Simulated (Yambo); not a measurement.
Yambo run on BaCu₂S₂ (space group I4/mmm, No. 139). The wavefunctions are LDA (pw.x of Quantum ESPRESSO, ONCV potentials, scalar-relativistic) ones on a 4×4×4 mesh (30 occupied bands); a = b = c = 6.901 Å, α = β = 147.15°, γ = 47.14°.

Yambo input:

```
rim_cut
gw0
dyson
el_el_corr
HF_and_locXC
ppa
em1d
RandQpts= 1000000
RandGvec= 1 Ry
EXXRLvcs= 92 Ry
VXCRLvcs= 368 Ry
Chimod= "HARTREE"
% BndsRnXp
 9 | 55 |
%
NGsBlkXp= 4 Ry
% LongDrXp
 1.0 | 1.0 | 1.0 |
%
PPAPntXp= 27.2114 eV
% GbndRnge
 1 | 55 |
%
GTermKind= "BG"
DysSolver= "n"
ExtendOut
% QPkrange
 1 | 1 | 30 | 31 |
%
```

k points by index: 1 = Γ.

Resulting energies as the program prints them:

```
#    K-point    Band    Eo [eV]    E [eV]    E-Eo [eV]    Vxc [eV]    Vnlxc [eV]    Sc|Eo [eV]    Sc|E [eV]    dSc/dw|Eo [eV]    Re(Z)    Im(Z)
#
    1    30    0.000000    -0.321682    -0.321682    -22.68055    -27.39323    4.282669    4.390998    -9.157668    0.748196    -0.002026
    1    31    0.424197    1.242849    0.818652    -9.624072    -5.330882    -3.290837    -3.474538    -6.105056    0.816753    -0.001458
```
(The two width columns are left out.) Convergence of these settings isn't established.

Geometry of the Materials Project entry, not relaxed at this level.

The structure is a Materials Project entry; no match was found in the copy of COD used, and its stability was not checked.
